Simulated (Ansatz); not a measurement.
Ga2O3 (corundum)

```yaml
crystal:
  lattice:
    - [2.49227, 1.43891, 4.48034]
    - [-2.49227, 1.43891, 4.48034]
    - [0.00000, -2.87783, 4.48034]
  atoms:
    - { symbol: Ga, position: [0.35541, 0.35541, 0.35541] }
    - { symbol: Ga, position: [0.14459, 0.14459, 0.14459] }
    - { symbol: Ga, position: [0.64459, 0.64459, 0.64459] }
    - { symbol: Ga, position: [0.85541, 0.85541, 0.85541] }
    - { symbol: O, position: [0.55361, 0.94639, 0.25000] }
    - { symbol: O, position: [0.25000, 0.55361, 0.94639] }
    - { symbol: O, position: [0.94639, 0.25000, 0.55361] }
    - { symbol: O, position: [0.44639, 0.05361, 0.75000] }
    - { symbol: O, position: [0.75000, 0.44639, 0.05361] }
    - { symbol: O, position: [0.05361, 0.75000, 0.44639] }
```

The volume is varied about the relaxed value V₀ at fixed cell shape. The atoms relax within the cell's symmetry.

These are r2SCAN (plane waves to 500 eV, PAW, scalar-relativistic; Ansatz, an electronic-structure program) values and carry that method's errors. k mesh 8×8×8 (Γ-centred), Fermi-Dirac smearing 0.05 eV. E stands for the smeared free energy. Compression counts positive. With the shape held, the modulus is that of even scaling; a crystal free to change shape is softer. Ga2O3 was relaxed with its symmetry unable to fall. The PAW data are Ansatz's earlier set. ΔE is measured from the relaxed starting cell.

| V (Å³/atom) | ΔE (meV/atom) |
|---|---|
| 9.062 | 28.5 |
| 9.207 | 15.6 |
| 9.351 | withheld |
| 9.496 | 1.6 |
| 9.640 | 0.0 |
| 9.785 | 1.6 |
| 9.930 | 6.0 |
| 10.074 | 13.2 |
| 10.219 | 22.9 |

Q: Fit a third-order Birch-Murnaghan form (E₀, V₀, B₀, B₀′ free) to the given rows and predict ΔE at V = 9.351.

A: Least squares on the 8 given rows: ΔE = E₀ + (9V₀B₀/16)·y²·[2 + (B₀′ − 4)y], y = (V₀/V)^(2/3) − 1, with V₀ = 9.641 Å³/atom, B₀ = 235.1 GPa (160.2 GPa = 1 eV/Å³; the term in eV is multiplied by 1000), B₀′ = 4.42, E₀ = 0.00 meV/atom; root-mean-square residual 0.03 meV/atom. At 9.351 the fit gives 6.8 meV/atom; the calculation gives 6.7 meV/atom, so the interpolation is off by 0.1 (+1.5 %). For the pressure the fit gives 7.7 GPa against the computed 7.7 GPa.

(A scan under strain: stresses follow from slopes of the energy per volume, elastic moduli from its curvatures.)
